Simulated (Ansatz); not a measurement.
Si$_{2}$W:
```xyz
3
Lattice="-1.5927 1.5927 3.8858 1.5927 -1.5927 3.8858 1.5927 1.5927 -3.8858" Properties=species:S:1:pos:R:3 pbc="T T T"
W      0.0000     0.0000     0.0000
Si     0.0000     0.0000     2.6011
Si     0.0000     0.0000     5.1704
```

Relaxed with LDA. Special points in fractions of this cell's reciprocal vectors: Γ (0.000, 0.000, 0.000); X (0.000, 0.000, 0.500); P (0.250, 0.250, 0.250); N (0.000, 0.500, 0.000); M (0.500, 0.500, -0.500); S (0.292, 0.708, -0.292); S0 (-0.292, 0.292, 0.292); R (-0.084, 0.084, 0.500); G (0.500, 0.500, -0.084).

List the band energies nearest the Fermi level at these points for LDA (plane waves, PAW; program Ansatz).

In eV from the Fermi level; about four levels below and three above (degenerate sets whole), none deeper than 8.9 eV; points with the same levels are listed once.

```tsv
k	below	above
Γ	-3.71 -3.48 -2.90 -2.90	0.61 2.89 2.93
X	-5.48 -5.09 -3.36 -1.69	2.89 3.01 3.19
P	-6.68 -6.68 -3.02 -2.43 -2.43	0.11 3.01 3.72
N	-4.87 -2.87 -2.87 -0.48	2.74 2.84 4.00
M	-0.80 -0.80 -0.54 -0.54	0.80 4.56 5.03
S	-3.15 -2.77 -2.52 -0.36	1.79 2.56 3.61
R	-5.19 -4.10 -3.22 -2.29	2.03 2.15 3.09
```

Space group I4/mmm (MoSi2 or CaC2 type). Symmetry was held in the LDA relaxation; of distortions, only those at the zone centre were tested. No spin polarisation was allowed. Scalar-relativistic: spin–orbit coupling is off unless named, which matters more the heavier the elements.

Potentials: the later of the program's two PAW sets.
